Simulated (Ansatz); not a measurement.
Data:

Bi$_{2}$Te$_{3}$ (Bi2Te3 type, space group R-3m)

```yaml
crystal:
  lattice:
    - [2.19778, 1.26889, 10.46295]
    - [-2.19778, 1.26889, 10.46295]
    - [0.00000, -2.53778, 10.46295]
  atoms:
    - { symbol: Bi, position: [0.39835, 0.39835, 0.39835] }
    - { symbol: Bi, position: [0.60165, 0.60165, 0.60165] }
    - { symbol: Te, position: [0.00000, 0.00000, 0.00000] }
    - { symbol: Te, position: [0.21376, 0.21376, 0.21376] }
    - { symbol: Te, position: [0.78624, 0.78624, 0.78624] }
```

In each cell atom 3 (Te, nearest neighbour Bi at 3.256 Å; its periodic images, 4.4 Å or more away, move with it) moves by s·(0.577, 0.577, 0.577) (along Cartesian [111]), the rest being held.

Computed with r2SCAN+rVV10 (plane waves to 500 eV, PAW, scalar-relativistic; Ansatz, a first-principles code). k mesh 7×7×7 (Γ-centred), Fermi-Dirac smearing 0.05 eV. E stands for the smeared free energy. Bi2Te3 was relaxed with its symmetry unable to fall. Spin-orbit coupling is left out, though Bi and Te are heavy. The PAW data are Ansatz's earlier set. ΔE is measured from the undisplaced structure.

The scan covers s from -0.980 to 0.980 Å in 11 points.

Problem. Is this a single well or a double well?

Solution. A single well with its minimum at or next to zero displacement.

Problem. Is the energy the same for equal positive and negative displacements?

Solution. Even: the same for both signs. With its periodic images moving along, the atom's site symmetry in this cell is -3m.

Problem. What is the energy change at s = 0.980 Å?

Solution. 2163 meV/cell.

Problem. What force acts on the atom along the line at s = -0.980 Å?

Solution. 5.16 eV/Å.

Problem. What is the force constant k = d²E/ds² of this move at s = 0?

Solution. 3.56 eV/Å².

(A displaced cell: forces are minus the slopes of the energy, force constants its curvatures, and phonons follow from these.)
